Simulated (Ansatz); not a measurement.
**YSi2Rh2, a database entry at a rescaled volume**

```
Rh Y Si
1.0
     0.00000    4.05863    0.00000
     4.05863    0.00000    0.00000
     2.02931    2.02931   -4.99384
Rh Y Si
2 1 2
Direct
  0.75000 0.25000 0.50000
  0.25000 0.75000 0.50000
  0.00000 0.00000 0.00000
  0.37500 0.37500 0.25000
  0.62500 0.62500 0.75000
```

Single point in Ansatz 0.2.0 with m-r2SCAN, no spin polarisation. Cutoff 500 eV, PAW datasets, 9×9×9 Γ-centred k mesh, gaussian filling (width 0.0321 eV).

(1) What does the stress say?

(2) Which atom feels the largest force, and which way?

(3) Which element gives electrons and which takes them?

(4) What happens at the Fermi level?

Origin: a database entry at a rescaled volume. Caveats: m-r2SCAN is r2SCAN with a changed spin dependence that lowers moments.

Answers

(1) The pressure is -1.4 GPa (compression positive), so with the atoms held at these fractions the cell would first shrink.

(2) The largest is on Si4 (and as large on other atoms): 0.34 eV/Å, components (0.00, 0.00, 0.34). It makes 122° with the line to a nearest neighbour, Rh1 at 2.38 Å.

(3) Bader charges in e: Y +1.78, Si +0.21, Rh -1.10. In the mean Y gives up most and Rh takes most.

(4) It is a metal, with about 2.1 states/eV a cell as the mean within 0.25 eV of the Fermi level, mostly Rh d (40 %), Y d (28 %) and Si p (22 %).
